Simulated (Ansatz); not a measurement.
## Relaxing a structure of SiMo$_{2}$

The relaxed structure here is a generated cell of SiMo2: the first start was made by placing the elements on the sites of a structure type, and the end was not matched to a known phase here, so it may be hypothetical.

The start is a generated trial cell of SiMo2 in the AFLOW prototype A2B_oF24_70_e_a (C54, as in TiSi2). A full variable-cell relaxation at zero pressure is run with r2SCAN (plane waves to 500 eV, PAW, scalar-relativistic; Ansatz, a first-principles code). The first steps use a coarse 6×6×6 k-mesh.

Starting cell:
```
SiMo2
1.0
    0.00000     4.27020     4.41658
    2.47934     0.00000     4.41658
    2.47934     4.27020     0.00000
Mo Si
4 2
Direct
  0.66350   0.33650   0.66350
  0.33650   0.66350   0.33650
  0.58650   0.91350   0.58650
  0.91350   0.58650   0.91350
  0.00000   0.00000   0.00000
  0.25000   0.25000   0.25000
```

Problem. By how much does the energy per atom fall from start to end?

Solution. 0.08 eV/atom.

Problem. How does the volume per atom move from start to end?

Solution. -6.2 %, from 15.59 to 14.61 Å³/atom.

Problem. Give the final cell and atomic positions.

Solution. 
```cif
data_Mo16Si8
_chemical_formula_sum 'Mo16 Si8'
_space_group_name_H-M_alt 'Fddd :1'
_space_group_IT_number 70
_space_group_name_Hall 'F 2 2 -1d'
_cell_length_a 4.91514
_cell_length_b 7.92733
_cell_length_c 9.00055
_cell_angle_alpha 90.000
_cell_angle_beta 90.000
_cell_angle_gamma 90.000
loop_
_atom_site_label
_atom_site_type_symbol
_atom_site_symmetry_multiplicity
_atom_site_Wyckoff_symbol
_atom_site_fract_x
_atom_site_fract_y
_atom_site_fract_z
_atom_site_occupancy
Mo1 Mo 16 f 0.00000 0.33465 0.00000 1
Si1 Si 8 a 0.00000 0.00000 0.00000 1
```
(The calculation used a cell of 6 atoms; values per cell refer to that cell.)

The space group stays Fddd (No. 70) (the run could not lower it); the end is AFLOW prototype A2B_oF24_70_e_a (C54, as in TiSi2), with 6 atoms in the primitive cell. Final values are on a 12×12×12 k-mesh of the relaxed cell. No spin polarisation in the result.

The run could not lose the symmetry of its start: the end is stationary, and may be a saddle point rather than a minimum.
